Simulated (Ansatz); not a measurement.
Relaxed-ion elastic tensor of SnPd in space group Pnma (No. 62; Sn on 4c, Pd on 4c) in GPa (Voigt order), the program Ansatz at the PBEsol level (PAW); density 9.85 g/cm³, 18.97 Å³ per atom.

```csv
,1,2,3,4,5,6
1,156,122,94.5,0.0,0.0,0.0
2,122,148,100,0.0,0.0,0.0
3,94.5,100,124,0.0,0.0,0.0
4,0.0,0.0,0.0,51.2,0.0,0.0
5,0.0,0.0,0.0,0.0,72.3,0.0
6,0.0,0.0,0.0,0.0,0.0,81.6
```

Question: Is the crystal mechanically stable?

Answer: Yes: the smallest eigenvalue of C is 27.7 GPa.

Question: Work out the Voigt, Reuss and Hill averages.

Answer: K_V = 118, K_R = 113, K_H = 116; G_V = 48.5, G_R = 30.8, G_H = 39.6 GPa.

Question: Give Young's modulus, Poisson's ratio, Pugh's ratio and the universal anisotropy index.

Answer: E = 9KG/(3K + G) = 107 GPa; ν = 0.35; K/G = 2.92 (ductile by the Pugh limit of 1.75); A_U = 5G_V/G_R + K_V/K_R − 6 = 2.92.

Question: Estimate the sound speeds and the Debye temperature.

Answer: v_l = √((K + 4G/3)/ρ) = 4140 m/s, v_t = √(G/ρ) = 2010 m/s, mean 2250 m/s; Θ = (h/k)(3n/4πV)^(1/3) v_m = 252 K.

Question: Solve the Christoffel equation for the three sound speeds along x, y, z.

Answer: Eigenvalues of C_ijkl n_j n_l equal ρv². In km/s, slowest first: x 2.71, 2.88, 3.98; y 2.28, 2.88, 3.88; z 2.28, 2.71, 3.55.

Question: How much does each axis shrink under pressure?

Answer: Linear compressibilities β_i = Σ_j S_ij (j = 1 to 3): x 2.0, y 1.5, z 5.3 per TPa.

The first step of the workflow began from a Materials Project structure, measured or hypothetical; the Crystallography Open Database files this formula in space group No. 62, but the cells were not matched. Whether it is the stable phase at ambient conditions was not checked. The cell was relaxed with PBEsol under the symmetry of its start; its stability against distortions is not shown here. No spin polarisation was allowed. As this level gives no gap, shear constants depend on the k-mesh and smearing (Fermi–Dirac, 0.1 eV here). Scalar-relativistic: spin–orbit coupling is off unless named, which matters more the heavier the elements.

Potentials: the later of the program's two PAW sets.
